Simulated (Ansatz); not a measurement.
A plane-wave DFT run in Ansatz 0.2.0 (scalar-relativistic PAW potentials unless the input names others): input and command.

```yaml
crystal:
  lattice:
    - [3.2785479395, -4.5661382469, 0.0]
    - [3.2785479395, 4.5661382469, 0.0]
    - [0.0, 0.0, 4.4094338851]
  atoms:
    - { symbol: Ta, position: [0.25, 0.25, 0.5] }
    - { symbol: Ta, position: [0.25, 0.75, 0.5] }
    - { symbol: Ta, position: [0.75, 0.25, 0.5] }
    - { symbol: Ta, position: [0.75, 0.75, 0.5] }
    - { symbol: Re, position: [-0.0295193745, -0.0295193745, 0.0] }
    - { symbol: Re, position: [0.0036757002, 0.4963242998, 0.0] }
    - { symbol: Re, position: [0.4963242998, 0.0036757002, 0.0] }
    - { symbol: Re, position: [0.5295193745, 0.5295193745, 0.0] }
    - { symbol: H, position: [0.25, 0.25, 0.0] }
basis:
  ecutwfc: 500
kpoints:
  mp_grid: { grid: [6, 6, 8] }
hamiltonian:
  xc: r2scan
  pseudopotentials: { kind: nc }
scf:
  occupations: { method: gaussian, width: 0.1 }
  max_iter: 80
output:
  forces: true
  eigenvalues: true
  stress: true
magnetization:
  spin_polarized: true
  spin_orbit: true
```

```bash
ansatz run input.yaml --threads 2 --pin off --max-ram 5120MiB --backend cpu --events-out ev --progress --plain --runs-dir out
```

Question: What is wrong with this input?

Answer: The program refuses it, because of spin-orbit coupling on scalar files and without noncollinear: true (magnetization: not typed → {"spin_polarized": true, "spin_orbit": true}; hamiltonian.pseudopotentials: not typed → {"kind": "nc"}). Without those keys it is accepted.

Abridged log:
```
Error: 2 input errors — fix all and re-run
  1. inconsistent input (magnetization.spin_orbit, magnetization.noncollinear): true requires noncollinear: true — spin–orbit coupling acts on 2-spinor wavefunctions; set both flags
  2. inconsistent input (magnetization.spin_orbit, hamiltonian.pseudopotentials.kind): true requires a fully-relativistic hamiltonian.pseudopotentials.kind (nc_fr or paw_fr), or kind: all_electron without datasets and azcp, which then solves Dirac's equation on LAPW. paw_fr resolves this project's PAW files (source: ansatz) by j as it reads them
```